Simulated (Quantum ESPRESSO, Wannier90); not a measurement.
HgTe (zinc blende): Wannier90 run

Structure: Materials Project mp-2730, symmetrised, not relaxed again. COD (Crystallography Open Database) has the formula in 2 space groups, this one among them (matched by group alone). Computed values, not measurements, from PBEsol: Quantum ESPRESSO (norm-conserving PseudoDojo potentials, cutoff 66 Ry, no spin polarisation, no spin-orbit coupling) on a Γ-centred 8×8×8 mesh, then Wannier90. Density: 8×8×8 mesh, Gaussian smearing 0.01 Ry. Spin-orbit coupling is left out although heavy elements are present.

On the energy scale of pw.x, whose zero is arbitrary, the Fermi level lies at 7.94 eV.

Isolated groups of bands, relative to the Fermi level (bands from 16 on overlap up to the last one computed):

```
bands  from (eV)  to (eV)  filling            weight on atomic waves
-----  ---------  -------  -------  --------------------------------
1        -114.99  -114.99   filled                       Hg 5s 100 %
2–4       -63.26   -63.26   filled                       Hg 5p 100 %
5–9       -36.62   -36.61   filled                       Te 4d 100 %
10        -11.72   -11.03   filled  Te 5s 84 %, Hg 6s 8 %, Hg 5d 7 %
11–15      -7.09    -6.09   filled             Hg 5d 93 %, Te 5p 4 %
```

Input w.win:

```
num_bands = 17
num_wann = 8
exclude_bands = 1-9,11-15
num_iter = 1000
conv_tol = 1.0e-6
conv_window = 4
dis_num_iter = 1000
dis_conv_tol = 1.0e-6
dis_froz_max = 1.50
write_hr = true
write_u_matrices = true
begin projections
f=-0.00942,0.00506,0.00950: s;p
f=-0.25023,-0.25384,-0.25816: s;p
end projections
begin unit_cell_cart
ang
    0.0000000000    3.2899850000    3.2899850000
    3.2899850000    0.0000000000    3.2899850000
    3.2899850000    3.2899850000    0.0000000000
end unit_cell_cart
begin atoms_frac
Hg   0.0000000000  0.0000000000  0.0000000000
Te  -0.2500000000 -0.2500000000 -0.2500000000
end atoms_frac
mp_grid = 8 8 8
begin kpoints
0.0000000000 0.0000000000 0.0000000000
0.0000000000 0.0000000000 0.1250000000
0.0000000000 0.0000000000 0.2500000000
... (509 more lines: the 8x8x8 mesh through Gamma)
end kpoints
```

The run ends without an error message, but its bands miss those of pw.x by 151 meV rms and 0.72 eV at worst (states up to 1.0 eV relative to the Fermi level).

Task: What is the mistake?

Result: Window typed relative to the reference level, not as an absolute energy. With that mended (8 functions from bands 10,16-31 of the 31 computed, start hydrogen-like Hg: s;p; Te: s;p, centres 0.05 Å off the atoms, frozen window up to 1.50 eV relative to the Fermi level, outer window open) the misfit is 2.7 meV rms.
